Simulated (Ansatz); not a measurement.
Mg3ZnO4:
```
Mg3ZnO4
1.0
    2.99130     0.00000     0.00000
    0.00000     2.99130     0.00000
    0.00000     0.00000     8.44971
Mg Zn O
3 1 4
Direct
  0.50000   0.50000   0.75106
  0.50000   0.50000   0.24894
  0.00000   0.00000   0.50000
  0.00000   0.00000   0.00000
  0.00000   0.00000   0.25203
  0.00000   0.00000   0.74797
  0.50000   0.50000   0.00000
  0.50000   0.50000   0.50000
```

Relaxed with PBEsol.

Q: Give the optical modes at the zone centre with their infrared activity from DFPT, the program Ansatz at the PBEsol level (PAW).

A: Transverse frequencies, without the LO–TO term; a row sums one degenerate level.

```tsv
ω (cm⁻¹)	degeneracy	IR ((D/Å)²/amu)	activity	symmetry
143	2	0.94	IR	Eu
199	2	0.00	IR-inactive	Eg
226	1	3.77	IR	A2u
255	2	1.59	IR	Eu
310	1	0.00	IR-inactive	A1g
329	2	45.20	IR	Eu
360	1	10.04	IR	A2u
383	1	24.23	IR	A2u
387	2	29.43	IR	Eu
397	2	0.00	IR-inactive	Eg
420	2	0.18	IR	Eu
509	1	0.48	IR	A2u
561	1	0.58	IR	A2u
597	1	0.00	IR-inactive	A1g
```

Q: How high does the top mode go among those that the LO–TO term moves?

A: 643 cm⁻¹ for q along x, 643 cm⁻¹ for q along y, 666 cm⁻¹ for q along z.

Space group P4/mmm. The workflow started from a Materials Project entry (that database holds measured and hypothetical structures alike); the Crystallography Open Database copy checked does not list it. With Mg and Zn taken as one species the cell has the higher symmetry Fm-3m, so it may be an ordered model of a mixed-site phase. Whether it is the stable phase at ambient conditions was not checked. Symmetry was held in the PBEsol relaxation; of distortions, only those at the zone centre were tested.

Potentials: the later of the program's two PAW sets.
